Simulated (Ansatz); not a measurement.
InIr$_{3}$N:
```xyz
5
Lattice="4.1115 0.0000 0.0000 0.0000 4.1115 0.0000 0.0000 0.0000 4.1115" Properties=species:S:1:pos:R:3 pbc="T T T"
In     0.0000     0.0000     0.0000
Ir     0.0000     2.0558     2.0558
Ir     2.0558     0.0000     2.0558
Ir     2.0558     2.0558     0.0000
N      2.0558     2.0558     2.0558
```

Relaxed with PBEsol. Special points in fractions of this cell's reciprocal vectors: Γ (0.000, 0.000, 0.000); X (0.000, 0.500, 0.000); M (0.500, 0.500, 0.000); R (0.500, 0.500, 0.500).

Problem. List the band energies nearest the Fermi level at these points for DFT-PBEsol in the program Ansatz with PAW potentials.

Solution. In eV from the Fermi level; about four levels below and three above (degenerate sets whole), none deeper than 8.9 eV; points with the same levels are listed once.

```tsv
k	below	above
Γ	-1.96 -1.96 -1.96 -1.91 -1.91	0.25 0.25 0.25 0.25
X	-2.13 -1.46 -0.89 -0.89	0.26 1.79 1.86
M	-1.91 -1.39 -0.70 -0.26	0.57 0.57 1.31
R	-2.77 -2.77 -2.77 -1.35 -1.35	0.00 0.00 0.00
```

Space group Pm-3m (anti-perovskite). The start of the workflow was typed in or built on a structure type; neither database checked (COD, Materials Project) lists it. Whether it is the stable phase at ambient conditions was not checked. Symmetry was held in the PBEsol relaxation. At this level the phase is dynamically unstable (imaginary phonons). The workflow began spin-polarised and lost its moments. Its formation energy is positive at this level, so the cell may be metastable or incomplete. Spin–orbit coupling is left out wherever it is not named.

Potentials: the later of the program's two PAW sets.
